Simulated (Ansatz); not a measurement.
LiCl (rock salt), relaxed and computed with several functionals in Ansatz (plane waves, PAW). Much of their spread follows the volume that each gives.

| functional | V (Å³/atom) | B₀ by P(V) fit (GPa) |
|---|---|---|
| LDA | 15.29 | 40.8 |
| HSE06 | 16.73 | ? |
| r²SCAN | 16.70 | 34.7 |
| PBE | 17.08 | 31.8 |

Q: Fit a straight line to ln B₀ against ln V and predict the withheld value.

A: Least squares on the 3 shown rows: ln B₀ = -2.13 × ln V + (9.522), with a scatter of 1.6 %. For HSE06 this gives 33.8. The run itself gave 33.4, a miss of 1.2 % of that.

All cells were relaxed under the symmetry of their starts (and spin orders); stability against distortions was not tested throughout.

Potentials: the earlier of the program's two PAW sets. The files were generated under PBE; for other functionals the program regenerates the frozen cores, and for LDA and PBEsol the local potential too.

Ansatz (a program for electronic structure) is a plane-wave DFT program.
